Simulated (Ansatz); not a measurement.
TePt:
```
TePt
1.0
    4.24074     0.00000     0.00000
   -2.12037     3.67259     0.00000
    0.00000     0.00000     5.62408
Pt Te
2 2
Direct
  0.00000   0.00000   0.00000
  0.00000   0.00000   0.50000
  0.33333   0.66667   0.25000
  0.66667   0.33333   0.75000
```

Relaxed with r²SCAN. Special points in fractions of this cell's reciprocal vectors: Γ (0.000, 0.000, 0.000); M (0.500, 0.000, 0.000); K (0.333, 0.333, 0.000); A (0.000, 0.000, 0.500); L (0.500, 0.000, 0.500); H (0.333, 0.333, 0.500).

Q: List the band energies nearest the Fermi level at these points for plane-wave PAW r²SCAN with spin–orbit coupling (Ansatz code).

A: In eV from the Fermi level; about four levels below and three above (degenerate sets whole), none deeper than 8.9 eV; points with the same levels are listed once.

```json
[
 {"k": "Γ", "below": "-1.83 -1.83 -1.36 -1.36", "above": "0.17 0.17 0.48 0.48"},
 {"k": "M", "below": "-1.95 -1.95 -1.38 -1.38", "above": "1.29 1.29 2.46 2.46"},
 {"k": "K", "below": "-0.48 -0.48 -0.25 -0.25", "above": "2.60 2.60 4.74 4.74"},
 {"k": "A", "below": "-2.52 -2.52 -2.52 -2.52", "above": "0.78 0.78 0.78 0.78"},
 {"k": "L", "below": "-0.45 -0.45 -0.45 -0.45", "above": "0.48 0.48 0.48 0.48"},
 {"k": "H", "below": "-2.04 -2.04 -1.83 -1.83", "above": "2.32 2.32 2.44 2.44"}
]
```

Space group P6_3/mmc (NiAs type). The workflow started from an entry of the Crystallography Open Database (COD), which files this formula under 2 space groups. Its standing as an ambient phase is unchecked. The r²SCAN relaxation kept the symmetry of its start; whether a distortion lowers the energy is not shown. The run is not spin-polarised.

Potentials: the later of the program's two PAW sets.
